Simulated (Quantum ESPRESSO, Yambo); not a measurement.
## G0W0 results for Zn2P2O7

```cif
data_O7P2Zn2
_chemical_formula_sum 'O7 P2 Zn2'
_space_group_name_H-M_alt 'P 1'
_space_group_IT_number 1
_cell_length_a 5.35316
_cell_length_b 5.35316
_cell_length_c 4.55849
_cell_angle_alpha 99.100
_cell_angle_beta 99.100
_cell_angle_gamma 103.168
loop_
_space_group_symop_operation_xyz
  'x, y, z'
loop_
_atom_site_label
_atom_site_type_symbol
_atom_site_fract_x
_atom_site_fract_y
_atom_site_fract_z
_atom_site_occupancy
O1 O 0.62606 0.93020 0.27708 1
O2 O 0.37394 0.06980 0.72292 1
O3 O 0.06980 0.37394 0.72292 1
O4 O 0.93020 0.62606 0.27708 1
O5 O 0.38011 0.38011 0.21278 1
O6 O 0.61989 0.61989 0.78722 1
O7 O 0.00000 0.00000 0.00000 1
P1 P 0.78545 0.78545 0.09292 1
P2 P 0.21455 0.21455 0.90708 1
Zn1 Zn 0.30934 0.69066 0.50000 1
Zn2 Zn 0.69066 0.30934 0.50000 1
```

The geometry is that of Materials Project entry mp-551741, symmetrised and not relaxed again.

Starting point: LDA (pw.x of Quantum ESPRESSO, ONCV potentials, no spin-orbit coupling). G0W0 in Yambo: 2×2×4 Γ-centred k mesh, bands 9 to 201 and a 7 Ry block in the screening, 201 bands in G with the Bruneval-Gonze terminator, plasmon pole fitted at 27.2 eV.

LDA gap along the band path: 3.60 eV
LDA gap between the mesh's edge points ((0, 0, -0.5) → Γ): 3.60 eV
G0W0 gap between the same points: 6.14 eV
LDA smallest direct gap on the mesh (at Γ): 4.08 eV
G0W0 direct gap at that point: 6.68 eV

| k point | band | E LDA (eV) | E QP (eV) | shift (eV) | Z |
|---|---|---|---|---|---|
| Γ | VB | -0.49 | -1.78 | -1.30 | 0.81 |
| Γ | CB | 3.60 | 4.90 | 1.30 | 0.85 |
| (0, 0, -0.5) | VB | 0.00 | -1.25 | -1.25 | 0.81 |
| (0, 0, -0.5) | CB | 5.75 | 7.42 | 1.67 | 0.84 |

Energies count from the LDA valence-band maximum.

Nearest settings tried, and what they do to the gap: 162 bands in W, 162 bands in G: +56 meV; 6 Ry block (201 vectors against 263): -44 meV; 2×2×2 mesh: -4 meV. So the settings aren't converged at that level. Oxides, nitrides and fluorides with a shallow 3d shell are known to need far more bands and larger blocks.

The structure is a Materials Project entry; no match was found in the copy of COD used, and its stability was not checked.
